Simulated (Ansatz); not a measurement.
MgTi4S8:
```xyz
13
Lattice="6.8116 0.0000 0.0000 -3.4058 5.8990 0.0000 0.0000 0.0000 6.1468" Properties=species:S:1:pos:R:3 pbc="T T T"
S      1.7090     0.9867     4.6927
S      0.0000     3.9327     4.7501
S      5.1026     0.9867     4.6927
S      3.4058     3.9256     4.6927
Ti     0.0000     0.0000     0.0000
Ti    -1.7029     2.9495     0.0000
Ti     3.4058     0.0000     0.0000
Ti     1.7029     2.9495     0.0000
S      0.0000     1.9734     1.4540
S     -1.6968     4.9123     1.4540
S      3.4058     1.9663     1.3966
S      1.6968     4.9123     1.4540
Mg     0.0000     0.0000     3.0734
```

Relaxed with r²SCAN+D4. Special points in fractions of this cell's reciprocal vectors: Γ (0.000, 0.000, 0.000); M (0.500, 0.000, 0.000); K (0.333, 0.333, 0.000); A (0.000, 0.000, 0.500); L (0.500, 0.000, 0.500); H (0.333, 0.333, 0.500).

Problem. List the band energies nearest the Fermi level at these points for plane-wave PAW r²SCAN+D4 (Ansatz code).

Solution. In eV from the Fermi level; about four levels below and three above (degenerate sets whole), none deeper than 8.9 eV; points with the same levels are listed once.

```tsv
k	below	above
Γ	-0.76 -0.76 -0.36 -0.27 -0.27	0.22 0.22 0.43
M	-1.92 -1.89 -1.84 -0.07	0.07 0.70 0.73
K	-2.77 -2.00 -2.00 -1.86	0.23 0.44 0.44
A	-0.86 -0.86 -0.51 -0.51 -0.51	0.21 0.21 1.03
L	-2.38 -2.03 -1.88 -0.01	0.03 0.73 0.73
H	-2.81 -2.81 -2.39 -2.35 -2.35	0.47 0.60 0.60
```

Space group P-3m1. A made-up cell: these elements were put on the sites of a structure type; neither database checked (COD, Materials Project) lists it. Its standing as an ambient phase is unchecked. The cell was relaxed with r²SCAN+D4 under the symmetry of its start; whether a distortion lowers the energy is not shown. The run is not spin-polarised.

Potentials: the later of the program's two PAW sets.
